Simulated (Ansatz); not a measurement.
Polymorphs of PtW, each relaxed with PBE in the plane-wave PAW code Ansatz:

A: L1₀ or tetragonal B2 (P4/mmm)
a = b = 2.743 Å, c = 4.143 Å, α = β = γ = 90.00°

```tsv
atom	site	symmetry	x	y	z
Pt	1a	4/mmm	0.0000	0.0000	0.0000
W	1d	4/mmm	0.5000	0.5000	0.5000
```

B: rock salt (Fm-3m)
a = b = c = 5.2601 Å, α = β = γ = 90.00°

```json
[
 {"atom": "Pt", "site": "4a", "symmetry": "m-3m", "x": "0.0000", "y": "0.0000", "z": "0.0000"},
 {"atom": "W", "site": "4b", "symmetry": "m-3m", "x": "0.5000", "y": "0.5000", "z": "0.5000"}
]
```

C: Cmcm
a = 2.7146 Å, b = 10.6225 Å, c = 4.3583 Å, α = 90.00°, β = 90.00°, γ = 90.00°

```tsv
atom	site	symmetry	x	y	z
W	4c	m2m	0.0000	0.3295	0.2500
Pt	4c	m2m	0.0000	0.0723	0.2500
```

Question: Put the candidates in order of energy per atom at 0 K, lowest first, for PBE.

Answer: A (+0 meV/atom), C (+7 meV/atom), B (+1032 meV/atom)

Typed or built starts, not in the databases checked: A; B; C. All cells were relaxed under the symmetry of their starts (and spin orders); stability against distortions was not tested throughout. Rows with no word on spin ran without spin polarisation. Spin–orbit coupling is left out wherever it is not named.

Energies hold the estimated change up to a 700 eV cutoff; steps of a few meV lie near the error of the meshes.

Potentials: the earlier of the program's two PAW sets.
